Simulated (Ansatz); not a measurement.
The relaxed structure here is a generated cell of Te2Mo: the first start was made by placing the elements on the sites of a structure type, and the end was not matched to a known phase here, so it may be hypothetical. Known forms of Te2Mo include space group No. 194.

One stationary structure of Te2Mo. Space group C2 (No. 5). Calculation: PBEsol (plane waves to 420 eV, PAW, scalar-relativistic; Ansatz, a quantum-chemistry and plane-wave program).

```cif
data_Mo6Te12
_chemical_formula_sum 'Mo6 Te12'
_space_group_name_H-M_alt 'C2'
_space_group_IT_number 5
_space_group_name_Hall 'C 2y'
_cell_length_a 12.48559
_cell_length_b 6.81100
_cell_length_c 6.54924
_cell_angle_alpha 90.000
_cell_angle_beta 100.012
_cell_angle_gamma 90.000
loop_
_space_group_symop_operation_xyz
  'x, y, z'
  '-x, y, -z'
  'x+1/2, y+1/2, z'
  '-x+1/2, y+1/2, -z'
loop_
_atom_site_label
_atom_site_type_symbol
_atom_site_symmetry_multiplicity
_atom_site_Wyckoff_symbol
_atom_site_fract_x
_atom_site_fract_y
_atom_site_fract_z
_atom_site_occupancy
Mo1 Mo 2 b 0.50000 0.01314 0.50000 1
Mo2 Mo 4 c 0.18991 0.33901 0.73076 1
Te1 Te 4 c 0.30879 0.18888 0.45451 1
Te2 Te 4 c 0.00838 0.23632 0.23660 1
Te3 Te 4 c 0.27328 0.47969 0.08293 1
```
(The calculation used a cell of 9 atoms; values per cell refer to that cell.)

```json
{
  "volume_per_atom": "30.47 Å³",
  "band_gap": "no gap on the sampled points, where the bands overlap only slightly; such a result is sensitive to mesh and level",
  "shortest_distances": "Mo–Te 2.55 Å; Mo–Mo 2.84 Å; Te–Te 3.07 Å",
  "k-mesh": "8×8×7"
}
```

Band energies at high-symmetry points (eV from the Fermi level; labels of this space group; no spin-orbit coupling), from −5 eV up to 4.4 eV:

| point | energies |
|---|---|
| Γ | -4.61 -4.33 -4.06 -3.95 -3.67 -3.29 -3.25 -3.08 -2.89 -2.78 -1.66 -1.50 -1.21 -1.14 -0.96 -0.86 -0.23 -0.08 0.11 0.41 0.54 1.13 1.19 1.55 1.82 2.01 2.03 2.80 3.34 3.52 3.93 |
| C | -4.90 -4.76 -4.41 -4.30 -3.72 -3.62 -3.16 -2.86 -2.55 -2.38 -2.33 -2.11 -2.04 -1.46 -1.41 -1.03 -0.91 -0.47 -0.11 0.31 0.40 0.73 0.87 1.30 1.43 1.58 2.08 2.26 2.87 2.88 3.33 |
| C2 | -4.90 -4.76 -4.41 -4.30 -3.72 -3.62 -3.16 -2.86 -2.55 -2.38 -2.33 -2.11 -2.04 -1.46 -1.41 -1.03 -0.91 -0.47 -0.11 0.31 0.40 0.73 0.87 1.30 1.43 1.58 2.08 2.26 2.87 2.88 3.33 |
| Y2 | -4.94 -4.58 -4.32 -4.06 -3.83 -3.55 -3.38 -3.07 -2.70 -2.65 -2.35 -2.22 -1.63 -1.56 -1.05 -0.87 -0.69 -0.58 -0.32 0.35 0.37 0.91 0.98 1.15 1.34 1.54 1.85 2.09 2.69 2.91 4.03 |
| M2 | -4.61 -4.45 -4.39 -4.26 -3.77 -3.63 -2.93 -2.67 -2.58 -2.39 -2.35 -2.08 -1.85 -1.53 -1.47 -1.11 -1.10 -1.02 -0.16 0.01 0.40 0.68 1.11 1.19 1.36 1.37 1.69 2.27 2.46 3.20 3.23 |
| D | -4.70 -4.52 -4.10 -3.97 -3.48 -3.38 -2.99 -2.95 -2.77 -2.69 -2.42 -2.20 -1.88 -1.74 -1.52 -1.48 -1.11 -0.97 0.00 0.16 0.47 0.63 1.10 1.11 1.34 1.39 1.95 2.46 2.66 3.21 3.21 |
| D2 | -4.70 -4.52 -4.10 -3.97 -3.48 -3.38 -2.99 -2.95 -2.77 -2.69 -2.42 -2.20 -1.88 -1.74 -1.52 -1.48 -1.11 -0.97 0.00 0.16 0.47 0.63 1.10 1.11 1.34 1.39 1.95 2.46 2.66 3.21 3.21 |
| A | -4.59 -4.40 -4.15 -4.09 -3.84 -3.82 -3.50 -3.08 -3.00 -2.68 -2.38 -2.14 -1.97 -1.30 -1.26 -1.20 -1.06 -0.66 -0.57 0.08 0.65 0.79 1.17 1.40 1.54 1.77 1.84 2.36 2.66 3.05 3.41 3.83 |

No spin polarisation in the result. Spin-orbit coupling is missing; with elements this heavy it can move band edges by tenths of an eV or more.

It was reached from a disturbed copy of a P3₁21 (No. 152) cell, against which it lies -0.32 eV/atom.
